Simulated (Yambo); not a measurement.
Yambo run on KSO2F (space group P2_1/m, No. 11). The wavefunctions are LDA (pw.x of Quantum ESPRESSO, ONCV potentials, without SOC) ones on a 2×2×2 mesh (34 occupied bands); a = 4.7090 Å, b = 5.8160 Å, c = 7.1513 Å, α = γ = 90.00°, β = 108.35°.

Yambo input:

```
rim_cut
gw0
dyson
el_el_corr
HF_and_locXC
ppa
em1d
RandQpts= 1000000
RandGvec= 1 Ry
EXXRLvcs= 84 Ry
VXCRLvcs= 336 Ry
Chimod= "HARTREE"
% BndsRnXp
 1 | 269 |
%
NGsBlkXp= 7 Ry
% LongDrXp
 1.0 | 1.0 | 1.0 |
%
PPAPntXp= 27.2114 eV
% GbndRnge
 1 | 269 |
%
GTermKind= "none"
DysSolver= "n"
ExtendOut
% QPkrange
 5 | 5 | 35 | 35 |
 6 | 6 | 34 | 35 |
%
```

k points by index: 5 = (-0.5, 0, 0), 6 = (-0.5, 0, -0.5).

Resulting energies as the program prints them:

```
#    K-point    Band    Eo [eV]    E [eV]    E-Eo [eV]    Vxc [eV]    Vnlxc [eV]    Sc|Eo [eV]    Sc|E [eV]    dSc/dw|Eo [eV]    Re(Z)    Im(Z)
#
    5    35    3.917637    5.971992    2.054355    -15.25312    -10.60787    -2.179159    -2.590898    -5.453590    0.833044    -0.978561E-3
    6    34    0.000000    -1.487528    -1.487528    -18.11286    -22.80585    2.871370    3.205453    -6.110996    0.816608    -0.001108
    6    35    3.929963    5.988810    2.058847    -15.29274    -10.64912    -2.171416    -2.584775    -5.463097    0.832801    -0.980636E-3
```
(The two width columns are left out.) Convergence of these settings isn't established.

Geometry of the Materials Project entry, not relaxed at this level.
